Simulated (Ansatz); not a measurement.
## 4 guesses for Ge5Pd and where they end

All numbers below come from DFT PBE, scalar-relativistic, plane waves, PAW (Ansatz 0.2.0). Settings: cutoff 420 eV, Γ-centred meshes spaced at most about 0.3 Å⁻¹, and about 0.25 Å⁻¹ or finer for metals (2π included), Gaussian smearing. No spin polarisation in the final relaxations.

Each guess was relaxed in cell and atoms at zero pressure, within the symmetry of its start. All energies are static (0 K, no zero-point motion). Coordination counts Ge atoms around Pd (those within 1.25 times the shortest such distance or 1.15 times the sum of covalent radii; a plus sign parts nearer from farther groups; the shortest distance is added where it is long for a bond).

```json
{"guess": "1", "made from": "random cell", "start group": "P6/mmm", "V start (Å³/atom)": "20.6", "end group": "P6/mmm", "V end (Å³/atom)": "18.2", "coordination at the end": "Pd 8", "gap on mesh (eV)": "0", "E over the lowest end (meV/atom)": "0"}
{"guess": "2", "made from": "Mg5Cd type", "start group": "P-6m2", "V start (Å³/atom)": "23.3", "end group": "P-6m2", "V end (Å³/atom)": "18.5", "coordination at the end": "Pd 6", "gap on mesh (eV)": "0", "E over the lowest end (meV/atom)": "66"}
{"guess": "3", "made from": "Be5Au type", "start group": "F-43m", "V start (Å³/atom)": "18.6", "end group": "F-43m", "V end (Å³/atom)": "19.5", "coordination at the end": "Pd 16 from 3.2 Å", "gap on mesh (eV)": "0", "E over the lowest end (meV/atom)": "307"}
{"guess": "4", "made from": "GdRh5 type", "start group": "P6/mmm", "V start (Å³/atom)": "20.2", "end group": "?", "V end (Å³/atom)": "?", "coordination at the end": "?", "gap on mesh (eV)": "?", "E over the lowest end (meV/atom)": "?"}
```

Guess 4 as it starts:

```xyz
6
Lattice="5.5431 0.0000 0.0000 -2.7715 4.8005 0.0000 0.0000 0.0000 4.5620" Properties=species:S:1:pos:R:3 pbc="T T T"
Ge   -1.3858    2.4002    2.2810
Ge    1.3858    2.4002    2.2810
Ge    0.0000    3.2003    0.0000
Ge    2.7715    0.0000    2.2810
Ge    2.7715    1.6002    0.0000
Pd    0.0000    0.0000    0.0000
```

Q: Fill in the missing row: what does this guess relax into, and where does it rank?

A: It ends in space group P6/mmm (No. 191), with a = 5.152 Å, c = 5.274 Å, 20.2 Å³/atom and no gap. It lies 0.32 eV/atom over the lowest end, above guess 3 and so the highest of the set. Counting Ge atoms around Pd, this end has Pd 6+12 and the lowest (guess 1) has Pd 8. This end holds Ge–Ge nets (shortest 2.58 Å); in the lowest (guess 1) the shortest Ge–Ge distance is 2.66 Å, near bonding range too.

```
Ge Pd
1.0
     5.15200    0.00000    0.00000
    -2.57600    4.46176    0.00000
     0.00000    0.00000    5.27444
Ge Pd
5 1
Direct
  0.00000 0.50000 0.50000
  0.50000 0.50000 0.50000
  0.33333 0.66667 0.00000
  0.50000 0.00000 0.50000
  0.66667 0.33333 0.00000
  0.00000 0.00000 0.00000
```

Energies over the elements count from the elements' standard structures at the same level, with no fitted energy shifts.

Q: Is the lowest end bound against the elements?

A: No: its formation energy is +0.08 eV/atom. A positive value: parting into the elements would lower its energy.

Cells relaxed within their symmetry can be saddle points. A lower structure may well exist outside this small set. Some types were kept out of the candidates beforehand, so the set may lack a known form.
